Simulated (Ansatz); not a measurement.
Lu2AlSi2 in space group Immm (No. 71; Lu on 4j, Al on 2a, Si on 4h), the program Ansatz at the r²SCAN level (PAW), all energies at zero smearing, with the estimated change up to a 700 eV cutoff added, with one set of potentials and settings (totals compare only within such a set). Cell of 5 atoms (2 Lu, 1 Al, 2 Si): -31309.653 eV.

| element | reference phase | E (eV/atom) |
|---|---|---|
| Lu | P6_3/mmc, 2 atoms in the cell | -14743.6978 |
| Al | Fm-3m, 1 atoms in the cell | -540.4083 |
| Si | Fd-3m, 2 atoms in the cell | -639.0667 |

Formation energy per atom, worked out: (-31309.653 − 2×(-14743.6978) − 1×(-540.4083) − 2×(-639.0667))/5 = -0.743 eV/atom (-72 kJ per mol of atoms), at 0 K, without zero-point energy or fitted corrections.

The first step of the workflow began from a Materials Project structure, measured or hypothetical; the Crystallography Open Database files this formula in space group No. 71, but the cells were not matched. Whether it is the stable phase at ambient conditions was not checked. Symmetry was held in the r²SCAN relaxation; whether a distortion lowers the energy is not shown. The references are the lowest solids computed at this level, not always the standard phases. Spin–orbit coupling is left out wherever it is not named.

Potentials: the later of the program's two PAW sets.
